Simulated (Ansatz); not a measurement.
Re (diamond, space group No. 227) at seven volumes, DFT-PBE in the program Ansatz with PAW potentials, scaled uniformly. One row is withheld.

| V (Å³/atom) | P (GPa) |
|---|---|
| 20.536 | 20.42 |
| 21.213 | ? |
| 21.890 | 5.77 |
| 22.567 | 0.00 |
| 23.244 | -4.94 |
| 23.921 | -9.16 |
| 24.598 | -12.77 |

### Question
Fit the shown pressures and predict the withheld one.

### Answer
P = (3/2)B₀(x^(7/2) − x^(5/2))[1 + (3/4)(B′ − 4)(x − 1)] with x = (V₀/V)^(2/3). Least squares on the six rows gives V₀ = 22.567 Å³/atom, B₀ = 178 GPa, B′ = 4.20. At V = 21.213, x = 1.0421 and P = 12.54 GPa. The run itself gave 12.52 GPa.

Space group Fd-3m (diamond). The start of the workflow was typed in or built on a structure type; neither database checked (COD, Materials Project) lists it. It is not the phase usual at ambient conditions (space group No. 194). The cell was relaxed with PBE under the symmetry of its start; whether a distortion lowers the energy is not shown. The run is not spin-polarised. Scalar-relativistic: spin–orbit coupling is off unless named, which matters more the heavier the elements.

Potentials: the later of the program's two PAW sets.
